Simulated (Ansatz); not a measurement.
CaTl:
```xyz
2
Lattice="3.8189 0.0000 0.0000 0.0000 3.8189 0.0000 0.0000 0.0000 3.8189" Properties=species:S:1:pos:R:3 pbc="T T T"
Ca     0.0000     0.0000     0.0000
Tl     1.9095     1.9095     1.9095
```

Relaxed with PBEsol. Special points in fractions of this cell's reciprocal vectors: Γ (0.000, 0.000, 0.000); X (0.000, 0.500, 0.000); M (0.500, 0.500, 0.000); R (0.500, 0.500, 0.500).

Question: List the band energies nearest the Fermi level at these points for the program Ansatz at the PBEsol level (PAW).

Answer: In eV from the Fermi level; about four levels below and three above (degenerate sets whole), none deeper than 8.9 eV; points with the same levels are listed once.

| k | below | above |
|---|---|---|
| Γ | -8.43 | 1.39 1.39 3.16 3.16 3.16 |
| X | -6.69 -3.37 | 1.62 1.78 1.78 |
| M | -5.80 -1.30 -1.30 | 1.01 3.39 3.39 |
| R | -4.16 -1.36 -1.36 -1.36 | 4.01 4.01 4.01 |

Space group Pm-3m (CsCl type). The workflow started from an entry of the Crystallography Open Database (COD). Its standing as an ambient phase is unchecked. The PBEsol relaxation kept the symmetry of its start; its stability against distortions is not shown here. Scalar-relativistic: spin–orbit coupling is off unless named, which matters more the heavier the elements.

Potentials: the later of the program's two PAW sets.
